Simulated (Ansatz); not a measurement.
MoPd:
```xyz
2
Lattice="2.6827 0.0000 0.0000 0.0000 2.6827 0.0000 0.0000 0.0000 4.0860" Properties=species:S:1:pos:R:3 pbc="T T T"
Pd     0.0000     0.0000     0.0000
Mo     1.3413     1.3413     2.0430
```

Relaxed with PBEsol. Special points in fractions of this cell's reciprocal vectors: Γ (0.000, 0.000, 0.000); X (0.000, 0.500, 0.000); M (0.500, 0.500, 0.000); Z (0.000, 0.000, 0.500); R (0.000, 0.500, 0.500); A (0.500, 0.500, 0.500).

Question: List the band energies nearest the Fermi level at these points for plane-wave PAW PBEsol with spin–orbit coupling (Ansatz code).

Answer: In eV from the Fermi level; about four levels below and three above (degenerate sets whole), none deeper than 8.9 eV; points with the same levels are listed once.

```csv
k,below,above
Γ,-1.52 -1.52 -1.12 -1.12,2.03 2.03 2.41 2.41
X,-2.47 -2.47 -2.30 -2.30,0.25 0.25 1.78 1.78
M,-0.40 -0.40 -0.31 -0.31,1.37 1.37 1.40 1.40
Z,-1.46 -1.46 -1.11 -1.11,1.05 1.05 1.17 1.17
R,-2.90 -2.90 -2.35 -2.35,0.01 0.01 0.28 0.28
A,-2.68 -2.68 -0.38 -0.38,0.99 0.99 5.11 5.11
```

Space group P4/mmm (L1₀ or tetragonal B2). The start of the workflow was typed in or built on a structure type; neither database checked (COD, Materials Project) lists it. Its standing as an ambient phase is unchecked. The cell was relaxed with PBEsol under the symmetry of its start; its stability against distortions is not shown here. The run is not spin-polarised.

Potentials: the later of the program's two PAW sets.
